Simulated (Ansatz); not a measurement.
Input and command of a plane-wave DFT calculation in Ansatz:

```yaml
crystal:
  lattice:
    - [0.0, 2.844629, 2.844629]
    - [2.844629, 0.0, 2.844629]
    - [2.844629, 2.844629, 0.0]
  atoms:
    - { symbol: Zn, position: [0.0, 0.0, 0.0] }
    - { symbol: Co, position: [0.25, 0.25, 0.25] }
    - { symbol: Co, position: [0.75, 0.75, 0.75] }
    - { symbol: Co, position: [0.5, 0.5, 0.5] }
basis:
  ecutwfc: 420
kpoints:
  mp_grid: { grid: [12, 12, 12] }
hamiltonian:
  xc: pbesol
scf:
  occupations: { method: gaussian, width: 0.1 }
  lower_state_search: "off"
output:
  forces: true
  stress: true
  eigenvalues: true
magnetization:
  spin_polarized: true
  initial_magnetization: 3.0
  spin_locking: { lock_magnetization: hard }
```

```bash
ansatz run input.yaml --threads 1 --pin off --max-ram 2560MiB --backend cpu --events-out ev --progress --plain --runs-dir out
```

Processor: Intel(R) Xeon(R) 6975P-C (Granite Rapids), 1 thread, on a host shared with other jobs.

Question: Estimate time, memory and problem size.

Answer: About 11 s on 1 thread of Intel(R) Xeon(R) 6975P-C (Granite Rapids) (shared host), peak memory 0.58 GiB. It solves 40 bands at 72 k points (the mesh reduced by the symmetry that the task leaves, which can be less than the crystal's) with about 893 plane waves, in 17 SCF iterations.
